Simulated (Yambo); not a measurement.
Yambo run on CsH (rock salt, space group Fm-3m, No. 225). The wavefunctions are LDA (Quantum ESPRESSO, PseudoDojo norm-conserving, 74 Ry, without SOC) ones on a 4×4×4 mesh (5 occupied bands); a = b = c = 4.513 Å, α = β = γ = 60.00°.

Yambo input:

```
rim_cut
HF_and_locXC
RandQpts= 1000000
RandGvec= 1 Ry
EXXRLvcs= 74 Ry
VXCRLvcs= 296 Ry
% QPkrange
 1 | 1 | 5 | 6 |
 3 | 3 | 5 | 6 |
 7 | 7 | 5 | 6 |
 8 | 8 | 5 | 6 |
%
```

k points by index: 1 = Γ, 3 = L, 7 = X, 8 = W.

Table of the .hf output:

```
#    K-point    Band    Eo [eV]    Ehf [eV]    Vxc [eV]    Vnlxc [eV]
#
    1    5    -1.854479    -5.251345    -8.401920    -11.79879
    1    6    5.017213    9.751983    -8.076552    -3.341783
    3    5    0.000000    -3.161818    -10.13474    -13.29656
    3    6    1.960539    5.908169    -6.797742    -2.850112
    7    5    -1.193166    -4.664598    -9.072925    -12.54436
    7    6    2.892777    7.183185    -7.037411    -2.747002
    8    5    -0.743943    -4.093316    -9.508382    -12.85775
    8    6    3.914882    8.251905    -7.417156    -3.080132
```
Exchange alone, without screening.

Geometry of the Materials Project entry, not relaxed at this level.
